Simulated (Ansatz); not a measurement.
Question: Each is relaxed and computed with r²SCAN (plane waves, PAW; program Ansatz). Which is the only metal?
A. Cu3Ge, Pmmn (Cu on 2b, Cu on 4e, Ge on 2a)
B. CuI, zinc blende
C. BaCu2S2, I4/mmm (Ba on 2a, Cu on 4d, S on 4e)
D. AlCuGeSe4, I-4 (Al on 2c, Cu on 2a, Ge on 2b, Se on 8g)

Answer: A, Cu3Ge, Pmmn (Cu on 2b, Cu on 4e, Ge on 2a). Cu3Ge: metal; AlCuGeSe4: gap 1.34 eV (indirect); CuI: gap 1.67 eV (direct); BaCu2S2: gap 0.74 eV (direct). Standing as an ambient phase not checked: Cu3Ge, Pmmn (Cu on 2b, Cu on 4e, Ge on 2a); AlCuGeSe4, I-4 (Al on 2c, Cu on 2a, Ge on 2b, Se on 8g); BaCu2S2, I4/mmm (Ba on 2a, Cu on 4d, S on 4e). All cells were relaxed under the symmetry of their starts (and spin orders); stability against distortions was not tested throughout. Rows with no word on spin ran without spin polarisation. Spin–orbit coupling is left out wherever it is not named.

Potentials: the later of the program's two PAW sets.
